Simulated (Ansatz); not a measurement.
The elements of this relaxed trial crystal are hidden behind letters.

```
lattice vectors (Å)
   3.7850    0.0000    0.0000
  -1.8925    3.2779    0.0000
   0.0000    0.0000    5.8271
fractional positions
X 0.0000 0.0000 0.0000
Z 0.3333 0.6667 0.2905
Z 0.6667 0.3333 0.7095
Q 0.3333 0.6667 0.7059
Q 0.6667 0.3333 0.2941
```

These are results of DFT PBE, scalar-relativistic, plane waves, PAW in Ansatz, not measurements. Cutoff 420 eV, Γ-centred 12×12×6 mesh (5-atom cell), Gaussian smearing of 0.10 eV, no spin polarisation.

* Space group: P-3m1 (No. 164)
* Conventional cell: a = 3.785 Å, c = 5.827 Å
* Volume per atom: 14.46 Å³
* Density: 5.80 g/cm³
* Energy over the elements: −0.20 eV/atom
* Gap on the 12×12×6 mesh of the 5-atom cell: 0 eV (a metal)

Energies are uncorrected and count from the elements' standard states at the same level.

Problem. X is a d-block element of period 6, Z is an s-block element of period 2 and Q is a p-block element of period 3. Which elements are they?

Solution. X = Hf, Z = Be, Q = Si, so the formula is HfBe2Si2. Density times volume gives a mean mass of 5.80 × 14.46/1.6605 = 50.5 u per atom, and this set has 50.5 u. Hf is surrounded by 6 Be at 2.76 Å and 6 Si at 2.78 Å; Be has 3 Si at 2.19 Å, 1 Si at 2.42 Å and 3 Hf at 2.76 Å; Si is surrounded by 3 Be at 2.19 Å, 1 Be at 2.42 Å and 3 Hf at 2.78 Å. Other sets within the hints have nearly the same mass, so mass alone doesn't settle it; this one was computed.

These runs have no spin–orbit coupling, which can matter for Hf. A structure relaxed within its symmetry needn't be a true minimum. Another cell of HfBe2Si2 relaxed alike, in C2/m, lies 21 meV/atom lower, so this cell isn't the stable form at this level.
